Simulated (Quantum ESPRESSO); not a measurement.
## W6MgIn (input and log of a self-consistent run)

A calculation, not a measurement. The program is pw.x of Quantum ESPRESSO 7.5 (plane-wave density functional theory). The cell is made up: eight metal atoms on a hexagonal close-packed lattice, with elements, volume, strain and displacements drawn at random and not relaxed, so it may be unstable or far from any real phase. PseudoDojo standard norm-conserving files set the functional (PBE unless stated); there is no spin polarisation or spin-orbit coupling, the Fermi-Dirac width of 0.25 eV means electrons at about 2900 K, and the masses in the input are unused placeholders. Heavy elements are run without spin-orbit coupling, which real alloys of them have. A spin test at this wide smearing found no moment, but such smearing suppresses magnetism that the real alloy may have.

Input:

```
&control calculation='scf', pseudo_dir='./dojo.nc.sr.pbe.v0_5.standard.upf', outdir='./o', disk_io='minimal', tprnfor=.true., tstress=.true. /
&system ibrav=0, nat=8, ntyp=3, nbnd=70, ecutwfc=84.00895049, nosym=.true., tot_charge=0,
 occupations='smearing', smearing='fd', degauss=0.0183746611
/
&electrons conv_thr=1.470e-08, electron_maxstep=70, mixing_beta=0.5 /
ATOMIC_SPECIES
In 1.0 In.upf
Mg 1.0 Mg.upf
W 1.0 W.upf
CELL_PARAMETERS angstrom
-2.8206 0.0 0.0
0.0 4.8854 -4.6602
0.0 -4.8854 -4.6602
ATOMIC_POSITIONS angstrom
W -0.0024 0.0232 -0.0806
Mg -0.1808 1.761 -2.3917
W -0.1784 0.0126 -4.6383
W 0.1887 1.6673 -6.9935
W -1.4982 -0.8534 -2.4243
In -1.4587 -2.4416 -4.7369
W -1.4181 -0.7109 -7.0237
W -1.4102 2.3967 -4.6382
K_POINTS automatic
8 4 4 1 1 1
```

The log is shortened where brackets say so; the opening notice, blank lines, dates and the lines on written files are dropped, and the path of the files is cut. It prints rydbergs, bohrs and kilobars, and counts compression as positive stress. Its total energy is the free energy E - TS of the whole cell.

```
     Program PWSCF v.7.5
     Parallel version (MPI & OpenMP), running on       4 processor cores
     Number of MPI processes:                 4
     Threads/MPI process:                     1
     [start-up lines left out]
     bravais-lattice index     =            0
     lattice parameter (alat)  =       5.3302  a.u.
     unit-cell volume          =     866.7080 (a.u.)^3
     number of atoms/cell      =            8
     number of atomic types    =            3
     number of electrons       =       107.00
     number of Kohn-Sham states=           70
     kinetic-energy cutoff     =      84.0090  Ry
     charge density cutoff     =     336.0358  Ry
     scf convergence threshold =      1.5E-08
     mixing beta               =       0.5000
     number of iterations used =            8  plain     mixing
     Exchange-correlation= PBE
                           (   1   4   3   4   0   0   0)
     [axes and pseudopotential details left out]
   Cartesian axes
     site n.     atom                  positions (alat units)
         1        W      tau(   1) = (  -0.0008509   0.0082252  -0.0285755  )
         2        Mg     tau(   2) = (  -0.0640998   0.6243352  -0.8479402  )
         3        W      tau(   3) = (  -0.0632490   0.0044671  -1.6444374  )
         4        W      tau(   4) = (   0.0669007   0.5911154  -2.4794370  )
         5        W      tau(   5) = (  -0.5311636  -0.3025597  -0.8594980  )
         6        In     tau(   6) = (  -0.5171595  -0.8656314  -1.6793945  )
         7        W      tau(   7) = (  -0.5027654  -0.2520386  -2.4901439  )
         8        W      tau(   8) = (  -0.4999645   0.8497128  -1.6444019  )
     number of k points=    64  Fermi-Dirac smearing, width (Ry)=  0.0184
                       cart. coord. in units 2pi/alat
        k(    1) = (  -0.0625000   0.0000000  -0.0756566), wk =   0.0312500
        k(    2) = (  -0.0625000  -0.0721691  -0.1513132), wk =   0.0312500
     [further k points left out]
     Dense  grid:    90221 G-vectors     FFT dimensions: (  32,  75,  75)
     Estimated max dynamical RAM per process >     357.39 MB
     Estimated total dynamical RAM >       1.33 GB
     Initial potential from superposition of free atoms
     starting charge     106.9922, renormalised to     107.0000
     Starting wfcs are   74 randomized atomic wfcs
     total cpu time spent up to now is       10.3 secs
     per-process dynamical memory:   284.9 Mb
     Self-consistent Calculation
     iteration #  1     ecut=    84.01 Ry     beta= 0.50
     Davidson diagonalization with overlap
     ethr =  1.00E-02,  avg # of iterations =  3.0
     Threshold (ethr) on eigenvalues was too large:
     Diagonalizing with lowered threshold
     Davidson diagonalization with overlap
     ethr =  3.31E-04,  avg # of iterations =  5.7
     total cpu time spent up to now is       70.8 secs
     total energy              =   -1161.48048179 Ry
     estimated scf accuracy    <       0.38260803 Ry
     iteration #  2     ecut=    84.01 Ry     beta= 0.50
     Davidson diagonalization with overlap
     ethr =  3.58E-04,  avg # of iterations =  3.3
     total cpu time spent up to now is      102.5 secs
     total energy              =   -1161.33936131 Ry
     estimated scf accuracy    <       1.76735830 Ry
     iteration #  3     ecut=    84.01 Ry     beta= 0.50
     Davidson diagonalization with overlap
     ethr =  3.58E-04,  avg # of iterations =  2.1
     total cpu time spent up to now is      131.5 secs
     total energy              =   -1161.49940177 Ry
     estimated scf accuracy    <       1.00747897 Ry
     iteration #  4     ecut=    84.01 Ry     beta= 0.50
     Davidson diagonalization with overlap
     ethr =  3.58E-04,  avg # of iterations =  2.0
     total cpu time spent up to now is      159.2 secs
     total energy              =   -1161.56683923 Ry
     estimated scf accuracy    <       0.11805538 Ry
     iteration #  5     ecut=    84.01 Ry     beta= 0.50
     Davidson diagonalization with overlap
     ethr =  1.10E-04,  avg # of iterations =  2.1
     total cpu time spent up to now is      187.4 secs
     total energy              =   -1161.57234756 Ry
     estimated scf accuracy    <       0.20684098 Ry
     [iterations 6 to 13 left out]
     iteration # 14     ecut=    84.01 Ry     beta= 0.50
     Davidson diagonalization with overlap
     ethr =  1.02E-09,  avg # of iterations =  2.0
     total cpu time spent up to now is      421.2 secs
     total energy              =   -1161.58999406 Ry
     estimated scf accuracy    <       0.00000109 Ry
     iteration # 15     ecut=    84.01 Ry     beta= 0.50
     Davidson diagonalization with overlap
     ethr =  1.02E-09,  avg # of iterations =  1.0
     total cpu time spent up to now is      442.6 secs
     total energy              =   -1161.58999411 Ry
     estimated scf accuracy    <       0.00000035 Ry
     iteration # 16     ecut=    84.01 Ry     beta= 0.50
     Davidson diagonalization with overlap
     ethr =  3.25E-10,  avg # of iterations =  1.0
     total cpu time spent up to now is      463.4 secs
     total energy              =   -1161.58999415 Ry
     estimated scf accuracy    <       0.00000004 Ry
     iteration # 17     ecut=    84.01 Ry     beta= 0.50
     Davidson diagonalization with overlap
     ethr =  3.45E-11,  avg # of iterations =  2.0
     total cpu time spent up to now is      487.5 secs
     total energy              =   -1161.58999415 Ry
     estimated scf accuracy    <       0.00000004 Ry
     iteration # 18     ecut=    84.01 Ry     beta= 0.50
     Davidson diagonalization with overlap
     ethr =  3.45E-11,  avg # of iterations =  1.0
     total cpu time spent up to now is      508.5 secs
     End of self-consistent calculation
     [lines on levels left out]
!    total energy              =   -1161.58999414 Ry
     estimated scf accuracy    <       0.00000001 Ry
     smearing contrib. (-TS)   =      -0.11239376 Ry
     internal energy E=F+TS    =   -1161.47760039 Ry
     The total energy is F=E-TS. E is the sum of the following terms:
     one-electron contribution =    -199.16307449 Ry
     hartree contribution      =     160.90673666 Ry
     xc contribution           =    -255.26299199 Ry
     ewald contribution        =    -867.95827056 Ry
     convergence has been achieved in  18 iterations
     Forces acting on atoms (cartesian axes, Ry/au):
     atom    1 type  3   force =     0.00006592   -0.06353199    0.00697480
     atom    2 type  2   force =     0.02744871   -0.03998374    0.01213596
     atom    3 type  3   force =     0.00608990    0.03107007   -0.02521243
     atom    4 type  3   force =    -0.00294205   -0.01327182    0.01114273
     atom    5 type  3   force =    -0.00580025    0.03154173    0.05589428
     atom    6 type  1   force =    -0.00114191   -0.00422524   -0.00555391
     atom    7 type  3   force =    -0.00901150    0.02032905   -0.02207457
     atom    8 type  3   force =    -0.01470882    0.03807193   -0.03330686
     Total force =     0.128418     Total SCF correction =     0.000584
     Computing stress (Cartesian axis) and pressure
          total   stress  (Ry/bohr**3)                   (kbar)     P=      155.13
   0.00077328   0.00012353  -0.00002701          113.75       18.17       -3.97
   0.00012353   0.00125914  -0.00012720           18.17      185.23      -18.71
  -0.00002701  -0.00012720   0.00113123           -3.97      -18.71      166.41
     init_run     :      9.40s CPU      9.81s WALL (       1 calls)
     electrons    :    488.65s CPU    498.15s WALL (       1 calls)
     forces       :      3.92s CPU      3.95s WALL (       1 calls)
     stress       :     13.92s CPU     14.25s WALL (       1 calls)
     [timing details left out]
     PWSCF        :   8m36.40s CPU   8m46.71s WALL
     JOB DONE.
```

In other units: free energy -15804.237 eV for the cell, pressure 15.51 GPa, largest force component 1.633 eV/Å in size. The run took 528 s of wall time with four MPI processes on a shared machine (Intel Xeon, older, virtual cores), so the time is rough. A rerun of this cell at a higher cutoff and on a denser mesh moved values by no more than 0.003 eV in energy, 0.05 GPa in stress and 0.013 eV/Å in force, and a second program with other atomic files agreed on that cell to 2 % rms in force and 0.5 GPa in pressure.